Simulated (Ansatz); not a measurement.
NaH:
Space group Fm-3m (No. 225); a = b = c = 4.794 Å, α = β = γ = 90.00°

| atom | site | symmetry | x | y | z |
|---|---|---|---|---|---|
| Na | 4a | m-3m | 0.0000 | 0.0000 | 0.0000 |
| H | 4b | m-3m | 0.5000 | 0.5000 | 0.5000 |
(The calculation used a cell of 2 atoms; values per cell refer to that cell.)

Relaxed with r²SCAN. Independent-particle spectrum: no excitons, no local fields, no scissors shift; 0.1 eV broadening; ε₁ of the summed bands alone.

Task: Tabulate the dielectric function from DFT-r²SCAN in the program Ansatz with PAW potentials.

Result: 

```
E (eV)  ε₁ xx  ε₂ xx
------  -----  -----
0.0      2.80   0.00
0.4      2.81   0.00
0.8      2.83   0.00
1.2      2.87   0.00
1.6      2.92   0.00
2.0      2.99   0.00
2.4      3.08   0.00
2.8      3.21   0.00
3.2      3.38   0.00
3.6      3.62   0.00
4.0      3.96   0.00
4.4      4.49   0.00
4.8      5.45   0.00
5.2      8.39   0.30
5.6      8.55   7.20
6.0      4.14  11.29
6.4     -2.52   7.40
6.8     -1.87   3.51
7.2     -1.29   2.94
7.6     -1.14   2.31
8.0     -0.96   1.79
8.4     -0.76   1.38
8.8     -0.55   1.07
9.2     -0.30   0.83
9.6     -0.08   0.82
10.0     0.00   0.76
10.4     0.07   0.69
10.8     0.14   0.63
11.2     0.21   0.58
11.6     0.27   0.58
12.0     0.23   0.54
```

Task: From ε at 5.5 eV (xx: 9.61 + 5.91i), find n, k, the normal reflectivity and the absorption coefficient.

Result: n = 3.23, k = 0.914, R = 31 %, α = 2kE/ħc = 510000 cm⁻¹.

With all bands, ε∞ without local fields is 2.86. DFPT, with local fields, gives 2.88.

The r²SCAN relaxation kept the symmetry of its start; phonons on a q-mesh show no instability.

Potentials: the later of the program's two PAW sets.
